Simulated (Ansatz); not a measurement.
Relaxed candidate structures of Lu:

A. P6₃/mmc (No. 194), hP2, hcp (Mg type); a = b = 3.445 Å, c = 5.349 Å, α = β = 90.00°, γ = 120.00°; Lu 2d (0.667, 0.333, 0.250)

B. Im-3m (No. 229), cI2, bcc (W type); a = b = c = 3.8203 Å, α = β = γ = 90.00°; Lu 2a (0.000, 0.000, 0.000)

C. Pm-3m (No. 221), cP1, simple cubic type; a = 3.133 Å, b = 3.133 Å, c = 3.133 Å, α = 90.00°, β = 90.00°, γ = 90.00°; Lu 1a (0.000, 0.000, 0.000)

**Question.** Order them by energy per atom (lowest first) at the level PBEsol (plane waves to 420 eV, PAW, scalar-relativistic; Ansatz, an electronic-structure program).

**Answer.** A (reference), B (+0.15 eV/atom), C (+0.88 eV/atom)

Each run could gain symmetry but not lose that of its start, so entries can be saddle points. From databases, or of a type measured for this composition: P6₃/mmc, hP2, hcp (Mg type); the others are generated cells (placed on structure types, drawn at random, substituted or restacked) that were not matched to a known phase here. Static energies at zero pressure. The runs use different k-meshes, so differences are rounded accordingly. No spin polarisation in the result.
